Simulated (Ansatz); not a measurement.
SnPt3, DFT, LDA, all-electron LAPW, scalar-relativistic (Ansatz 0.2.0), run on 1 thread of Arm Neoverse V2 on a shared host.

The cell comes from COD entry 1523555, which wasn't checked; take it as a given geometry. The listed cell was then made from it by scaling, straining or moving an atom.

Command: `ansatz run input.yaml --threads 1 --pin off --max-ram 4096MiB --backend cpu --events-out ev --progress --plain --runs-dir out`

```yaml
crystal:
  lattice:
    - [4.0, 0.04, 0.04]
    - [0.04, 4.0, 0.04]
    - [0.04, 0.04, 4.0]
  atoms:
    - { symbol: Sn, position: [0.0, 0.0, 0.0] }
    - { symbol: Pt, position: [0.0, 0.5, 0.5] }
    - { symbol: Pt, position: [0.5, 0.0, 0.5] }
    - { symbol: Pt, position: [0.5, 0.5, 0.0] }
kpoints:
  mp_grid: { grid: [8, 8, 8] }
  band_path:
    path:
      - [0.0, 0.0, 0.0]
      - [0.5, 0.5, 0.5]
      - [0.5193194925, 0.4806805075, 0.5]
      - [0.5, -0.4806805075, 0.4806805075]
      - [0.5, 0.0, 0.0]
      - [0.0, 0.0, 0.0]
      - [0.4903402537, -0.4903402537, 0.0]
      - [0.5096597463, 0.0, 0.4903402537]
      - [0.5, 0.0, 0.5]
    npoints: 5
scf:
  occupations: { method: fermi_dirac, width: 0.05 }
hamiltonian:
  xc: lda
  pseudopotentials: { kind: all_electron, lapw: { basis_error: 0.0005 } }
output:
  forces: true
  stress: true
  eigenvalues: true
```

Problem. How large is the problem that the program sets up?

Solution. 65 irreducible k-points, 715 plane waves at Γ, 89 bands.

Problem. About how long does it take, and how much memory does it use?

Solution. 2.6 min of wall time for 10 SCF iterations, with a peak of 1.1 GiB. Times on shared machines scatter by tens of per cent.
